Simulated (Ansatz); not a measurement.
Mg2CdO3 (P-3m1) at 2 levels of theory

One geometry, relaxed with PBE; plane waves with PAW potentials in Ansatz, scalar-relativistic. No spin polarisation. Gaps are the least over mesh and band path; pressure is positive in compression, and isn't given for hybrids.

```yaml
crystal:
  lattice:
    - [3.11810, 0.00000, 0.00000]
    - [-1.55905, 2.70035, 0.00000]
    - [0.00000, 0.00000, 7.78630]
  atoms:
    - { symbol: Mg, position: [0.66667, 0.33333, 0.84374] }
    - { symbol: Mg, position: [0.33333, 0.66667, 0.15626] }
    - { symbol: Cd, position: [0.00000, 0.00000, 0.50000] }
    - { symbol: O, position: [0.33333, 0.66667, 0.69497] }
    - { symbol: O, position: [0.66667, 0.33333, 0.30503] }
    - { symbol: O, position: [0.00000, 0.00000, 0.00000] }
```

```tsv
level	cutoff (eV)	k mesh	gap (eV)	pressure (GPa)
PBE	420	12×12×4	1.95	0.0
```

Q: What comes out on the same cell with HSE06?

A:
| level | cutoff (eV) | k mesh | gap (eV) | pressure (GPa) |
| --- | --- | --- | --- | --- |
| HSE06 | 420 | 6×6×4 | 3.41 | - |

It was reached by relaxing an invented guess, and it needn't be the stable form of this composition.
